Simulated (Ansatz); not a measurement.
A run on Ca7TiN6

```yaml
crystal:
  lattice:
    - [-3.165562, 5.75827571, 6.40761568]
    - [3.165562, -5.75827571, 6.40761568]
    - [3.165562, 5.75827571, -6.40761568]
  atoms:
    - { symbol: Ca, position: [0.95490816, 0.27797971, 0.23288787] }
    - { symbol: Ca, position: [0.04509184, 0.72202029, 0.76711213] }
    - { symbol: Ca, position: [0.45490816, 0.22202029, 0.67692845] }
    - { symbol: Ca, position: [0.54509184, 0.77797971, 0.32307155] }
    - { symbol: Ca, position: [0.15236537, 0.50161106, 0.90552194] }
    - { symbol: Ca, position: [0.59608912, 0.24684343, 0.09447806] }
    - { symbol: Ca, position: [0.90391088, 0.99838894, 0.65075431] }
    - { symbol: Ca, position: [0.34763463, 0.25315657, 0.34924569] }
    - { symbol: Ca, position: [0.84763463, 0.49838894, 0.09447806] }
    - { symbol: Ca, position: [0.40391088, 0.75315657, 0.90552194] }
    - { symbol: Ca, position: [0.09608912, 0.00161106, 0.34924569] }
    - { symbol: Ca, position: [0.65236537, 0.74684343, 0.65075431] }
    - { symbol: Ca, position: [0.25, 0.75, 0.5] }
    - { symbol: Ca, position: [0.75, 0.25, 0.5] }
    - { symbol: Ti, position: [0.25, 0.25, 0.0] }
    - { symbol: Ti, position: [0.75, 0.75, 0.0] }
    - { symbol: "N", position: [0.07095295, 0.36535318, 0.08387111] }
    - { symbol: "N", position: [0.28148207, 0.98708184, 0.91612889] }
    - { symbol: "N", position: [0.21851793, 0.13464682, 0.70559977] }
    - { symbol: "N", position: [0.42904705, 0.51291816, 0.29440023] }
    - { symbol: "N", position: [0.92904705, 0.63464682, 0.91612889] }
    - { symbol: "N", position: [0.71851793, 0.01291816, 0.08387111] }
    - { symbol: "N", position: [0.78148207, 0.86535318, 0.29440023] }
    - { symbol: "N", position: [0.57095295, 0.48708184, 0.70559977] }
    - { symbol: "N", position: [0.34307797, 0.889017, 0.23209497] }
    - { symbol: "N", position: [0.65692203, 0.110983, 0.76790503] }
    - { symbol: "N", position: [0.84307797, 0.610983, 0.45406097] }
    - { symbol: "N", position: [0.15692203, 0.389017, 0.54593903] }
kpoints:
  mp_grid: { grid: [5, 5, 5] }
scf:
  occupations: { method: fermi_dirac, width: 0.02 }
hamiltonian:
  xc: pbe
  pseudopotentials: { kind: paw, source: jth }
output:
  forces: true
  stress: true
  populations: true
  efg:
    quadrupole_moments_barn: { Ca: -0.0408, Ti: 0.247, "N": 0.02044 }
    contact_densities: true
```

```sh
ansatz run input.yaml --threads 2 --pin off --max-ram 5120MiB --backend cpu --events-out ev --progress --plain --runs-dir out
```

**Question.** What happens when this input is run?

**Answer.** It stops for lack of memory under the cap. The program says:

```
memory limit exceeded: the `scf loop` phase needs 5.28 GiB against the run's memory maximum of 5.00 GiB; largest carriers: wavefunctions 2.87 GiB, eigensolver slots 0.43 GiB, ion tables 0.40 GiB, unmodelled-tail allowance 0.30 GiB, projector tables 0.29 GiB …
```

Against a sound input the change was `hamiltonian.pseudopotentials`: {kind: paw} → {kind: paw, source: jth}.

With the sound settings the run converges and gives V_zz (10²¹ V/m²) Ca1 4.50 (η 0.80), Ca5 -3.99 (η 0.16), Ca13 -6.59 (η 0.36), Ti 6.05 (η 0.01), N17 2.94 (η 0.89), N25 -1.11 (η 0.58); a site carries the number of its first atom in the input.
